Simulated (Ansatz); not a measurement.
**Question.** Name crystals whose computed values (plane-wave PAW PBEsol (Ansatz code)) fall in these windows: Θ_D (K) 220 to 280; B₀ by P(V) fit (GPa) 170 to 240; G_Hill (GPa) 59 to 81.

**Answer.** 

```json
[
 {"crystal": "Ta, bcc (W type)", "Θ_D (K)": "257", "B₀ by P(V) fit (GPa)": "210", "G_Hill (GPa)": "68.0"}
]
```
Others may fit too.

The cell was relaxed under the symmetry of its start. Rows with no word on spin ran without spin polarisation. Spin–orbit coupling is left out wherever it is not named.

Potentials: the later of the program's two PAW sets.
